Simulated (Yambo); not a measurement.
Quantum ESPRESSO input (PBE, PseudoDojo standard norm-conserving files, scalar-relativistic) whose wavefunctions are converted with p2y:

```
&CONTROL
  calculation = 'nscf'
  pseudo_dir = './pseudo'
  outdir = './out'
/
&SYSTEM
  ibrav = 0
  nat = 2
  ntyp = 1
  ecutwfc = 36.0
  ecutrho = 144.0
  occupations = 'fixed'
  force_symmorphic = .true.
  nbnd = 149
/
&ELECTRONS
  conv_thr = 2e-09
  diago_full_acc = .true.
  diago_thr_init = 1e-08
/
ATOMIC_SPECIES
Si 28.0850 Si.upf
CELL_PARAMETERS angstrom
  0.000000000000   2.721850000000   2.721850000000
  2.721850000000   0.000000000000   2.721850000000
  2.721850000000   2.721850000000   0.000000000000
ATOMIC_POSITIONS crystal
Si   0.750000000000   0.750000000000   0.750000000000
Si   0.500000000000   0.500000000000   0.500000000000
K_POINTS automatic
4 4 4 0 0 0
```

Yambo's initialisation report on symmetry, reciprocal space, the k grid and the gaps on this mesh:

```
  [02.02] Symmetries
  ==================

  Inversion symmetry    : yes
  Spatial inversion     : no
  Inversion index       :  25
  K-space Time-reversal : yes
  Magnetic symmetries   : no
  Time-reversal derived K-space symmetries:   25   48
  Group table correct   : yes
  Symmetries units      :  [cc]

  [02.03] Reciprocal space
  ========================

  nG shells         :  130
  nG charge         :   7823
  nG WFs            :  1344
  nC WFs            :  1003
  G-vecs. in first 13 shells:  [ Number ]
     1    9   15   27   51   59   65   89  113
   137  169  181  229
  ...
  Shell energy in first 13 shells:  [ mHa ]
    0.00000      559.583      746.111      1492.22      2051.81      2238.33      2984.45      3544.03      3730.56
    4476.67      5036.25      5968.89      6528.47
  ...

  [02.04] K-grid lattice
  ======================

  Compatible Grid is   : 3D
  Base K vectors       :  K_min[ 1 ]  K_min[ 2 ]  K_min[ 3 ]
  K_min[ 1 ] :  0.000000  0.250000  0.000000 [rlu]
  K_min[ 2 ] :  0.250000  0.000000  0.000000 [rlu]
  K_min[ 3 ] :  0.000000  0.000000 -0.250000 [rlu]
  Grid dimensions      :   4   4   4
  K lattice UC volume  :  0.014241 [a.u.]

  IBZ K-points                                      :   8
  BZ  K-points                                      :   64

  K/Q-points units:
  rlu = crystal or reduced units; cc = cartesian coordinates; iku = interal k-units

  K [1]          [rlu]:  0.000000  0.000000  0.000000
         WF components:   965
  K [2]          [rlu]:  0.000000  0.000000  0.250000
         WF components:   983
  K [3]          [rlu]:  0.000000  0.000000 -0.500000
         WF components:   978
  K [4]          [rlu]:  0.000000  0.250000  0.250000
         WF components:   998
  K [5]          [rlu]:  0.000000  0.250000 -0.500000
         WF components:   998
  K [6]          [rlu]:  0.000000  0.250000 -0.250000
         WF components:  1003
  K [7]          [rlu]:  0.000000 -0.500000 -0.500000
         WF components:   982
  K [8]          [rlu]:  0.250000 -0.500000 -0.250000
         WF components:   992

  [02.05] Energies & Occupations
  ==============================

  [X] === General ===
  [X] Electronic Temperature                        :  0.000000  0.000000 [eV K]
  [X] Bosonic    Temperature                        :  0.000000  0.000000 [eV K]
  [X] Finite Temperature mode                       : no
  [X] El. density                                   :  0.19837E+24 [cm-3]
  [X] Fermi Level                                   :  6.156080 [eV]

  [X] === Gaps and Widths ===
  [X] Conduction Band Min                           :  0.722751 [eV]
  [X] Valence Band Max                              :  0.000000 [eV]
  [X] Filled Bands                                  :   4
  [X] Empty Bands                                   :    5  149
  [X] Direct Gap                                    :  2.552714 [eV]
  [X] Direct Gap localized at k                     :  1
  [X] Indirect Gap                                  :  0.722751 [eV]
  [X] Indirect Gap between kpts                     :   1   7
  [X] Last valence band width                       :  3.824313 [eV]
  [X] 1st conduction band width                     :  3.550721 [eV]
```
The gaps are PBE values on this mesh alone; only operations without fractional translations are kept.

Geometry of the Materials Project entry, not relaxed at this level.
